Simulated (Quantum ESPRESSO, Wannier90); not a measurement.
SrAlGe (P-6m2): Wannier90 run

```xyz
3
Lattice="4.2965 0.0000 0.0000 -2.1483 3.7209 0.0000 0.0000 0.0000 4.7790" Properties=species:S:1:pos:R:3 pbc="T T T"
Sr     0.0000     0.0000     0.0000
Al    -2.1483     1.2403     2.3895
Ge     2.1483    -1.2403     2.3895
```

Structure: Materials Project mp-13311, symmetrised, not relaxed again. Not found in the COD (Crystallography Open Database) copy used; not checked further. Level: PBEsol, no spin polarisation, no spin-orbit coupling; pw.x of Quantum ESPRESSO at 63 Ry with PseudoDojo potentials, 6×6×6 k-points, Wannier90. Density: 12×12×6 mesh, cold smearing 0.01 Ry. Spin-orbit coupling, left out, would split the p-like bands by a few tenths of an eV.

Base run: 14 functions from bands 10-32 of the 32 computed, start hydrogen-like Sr: s;d; Al: s;p; Ge: s;p, centres 0.05 Å off the atoms, frozen window up to 1.50 eV relative to the Fermi level, outer window open. Rows change the key named; with other orbitals the number of functions and the frozen window follow, as listed; window edges are relative to the Fermi level. The misfit compares interpolated bands with pw.x on a high-symmetry path, for states up to 1.0 eV relative to the Fermi level. Converged means that the tolerances were met: symmetric starts can stop on a saddle, which shows as a larger Ω_OD at equal Ω_I and can move the misfit too.

| setting | functions | frozen to (eV) | Ω_I (Å²) | Ω_D (Å²) | Ω_OD (Å²) | rms misfit (meV) | worst (meV) | ended |
|---|---|---|---|---|---|---|---|---|
| base | 14 | 1.50 | 25.70 | 0.02 | 3.93 | 5.2 | 45 | converged |
| only the lowest 18 of the kept bands | 14 | 1.50 | 32.04 | 0.07 | 5.68 | 12 | 59 | converged |
| only the lowest 20 of the kept bands | 14 | 1.50 | 28.81 | 0.04 | 4.61 | 8.9 | 45 | converged |
| dis_mix_ratio = 1.0 | 14 | 1.50 | 25.65 | 0.02 | 3.81 | 5.2 | 45 | converged |

Runs of this sweep that didn't settle are not listed.
